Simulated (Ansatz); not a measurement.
Zn4Se3S: rattling a relaxed structure

It was reached by relaxing an invented guess, and it needn't be the stable form of this composition.

These are results of Ansatz 0.2.0, DFT PBE, scalar-relativistic, plane waves, PAW, not measurements. Plane waves to 420 eV, a k mesh through Γ of 6×6×6 on the computed 8-atom cell and Gaussian smearing (0.02 eV); no spin polarisation.

The cell below (8 atoms, space group P-43m (No. 215)) is relaxed within its symmetry.

```
Zn Se S
1.0
     5.65905    0.00000    0.00000
     0.00000    5.65905    0.00000
     0.00000    0.00000    5.65905
Zn Se S
4 3 1
Cartesian
  4.2814 4.2814 4.2814
  4.2814 1.3777 1.3777
  1.3777 4.2814 1.3777
  1.3777 1.3777 4.2814
  2.8295 2.8295 0.0000
  2.8295 0.0000 2.8295
  0.0000 2.8295 2.8295
  0.0000 0.0000 0.0000
```

For the test it was strained at random (σ = 1.5 % a component), the atoms were moved at random (σ = 0.10 Å), and all was relaxed again on a coarse 4×4×4 mesh (in the run’s order of axes) with 0.10 eV smearing, with no symmetry imposed.

Question: Is the structure stable against such a distortion?

Answer: It returns, within 1 meV/atom of the unmoved cell on that mesh and with the same symmetry when read at 0.1 Å. No instability shows in this cell; modes of other wave vectors, which need another repeat, aren't tested.
